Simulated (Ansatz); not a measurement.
What internal relaxation does to the elastic constants of CdTe$_{2}$

All numbers below come from DFT PBEsol, scalar-relativistic, plane waves, PAW (Ansatz 0.2.0). Plane waves to 420 eV; Γ-centred k mesh 8×8×8; Fermi-Dirac smearing of 0.15 eV. No spin polarisation.

Equilibrium structure at this level:
```
CELL_PARAMETERS angstrom
-3.27738 3.27738 3.88556
3.27738 -3.27738 3.88556
3.27738 3.27738 -3.88556
ATOMIC_POSITIONS crystal
Cd 0.75000 0.75000 0.00000
Cd 0.25000 0.25000 0.00000
Te 0.34920 0.84920 0.19840
Te 0.84920 0.65080 0.50000
Te 0.65080 0.15080 0.80160
Te 0.15080 0.34920 0.50000
```

The cell was built by swapping an element in a database structure (itself possibly hypothetical) and relaxing; it need not be the stable form of this composition. In a metal, frequencies and elastic constants depend on the k mesh and the smearing, soft modes and shear constants most.

Clamped-ion constants (GPa, Voigt order; atoms follow the strain homogeneously):
C11 = 87.9, C12 = 83.4, C13 = 21.7, C22 = 87.9, C23 = 21.7, C33 = 73.4, C44 = 17.0, C55 = 17.0, C66 = 49.2 GPa; the others vanish.

Question: What are the constants once the atoms relax in each strained cell?

Answer:
```
63.6 80.8 26.4  0.0  0.0  0.0
80.8 63.6 26.4  0.0  0.0  0.0
26.4 26.4 71.7  0.0  0.0  0.0
 0.0  0.0  0.0 14.0  0.0  0.0
 0.0  0.0  0.0  0.0 14.0  0.0
 0.0  0.0  0.0  0.0  0.0 47.4
```
The Voigt shear modulus goes from 24.8 to 19.4 GPa and the Voigt bulk modulus from 55.9 to 51.8 GPa. Relaxation subtracts ΛᵀK⁻¹Λ/V, with Λ the forces that a strain puts on the atoms and K the zone-centre force constants. At a stable cell this can only lower the diagonal constants, and it acts only for strains that share their symmetry with an optical mode; elsewhere, and where the coupling is weak, the constants hardly move.

Cost: 2 runs of about 25 core-minutes in all, on Intel Xeon 6975P-C (Granite Rapids), Intel Xeon Platinum 8488C (Sapphire Rapids) (shared hosts).